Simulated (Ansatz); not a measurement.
Data:

Relaxed Si (diamond):

```
CELL_PARAMETERS angstrom
      0.00000     2.71682     2.71682
      2.71682     0.00000     2.71682
      2.71682     2.71682     0.00000
ATOMIC_POSITIONS crystal
  Si 0.00000 0.00000 0.00000
  Si 0.25000 0.25000 0.25000
```

Scan: atom 1 (Si, nearest neighbour Si at 2.353 Å; its periodic images, 3.8 Å or more away, move with it) is displaced along Cartesian x, direction (1.000, 0.000, 0.000) in Cartesian axes, by s. The other atoms stay.

Method: PBEsol (plane waves to 420 eV, PAW, scalar-relativistic; Ansatz, an electronic-structure program). k mesh 9×9×9 (Γ-centred), Fermi-Dirac smearing 0.05 eV. The energy includes the smearing's −TS. As the smearing reaches across the gap at some points, energies and forces of such displacements shift with the k mesh and the smearing. Si was relaxed with its symmetry unable to fall. ΔE is measured from the undisplaced structure.

The scan covers s from -0.710 to 0.710 Å in 11 points.

Problem. Is this a single well or a double well?

Solution. A single well with its minimum at or next to zero displacement.

Problem. Is the energy the same for equal positive and negative displacements?

Solution. Even: the same for both signs. With its periodic images moving along, the atom's site symmetry in this cell is -43m.

Problem. What force acts on the atom along the line at s = -0.710 Å?

Solution. 5.20 eV/Å.

Problem. What is the energy change at s = 0.710 Å?

Solution. 2498 meV/cell.

Problem. What is the force constant k = d²E/ds² of this move at s = 0?

Solution. 13.0 eV/Å².

(For displaced atoms, the force is minus the slope of the energy, and its curvature is a force constant, which sets phonon frequencies.)
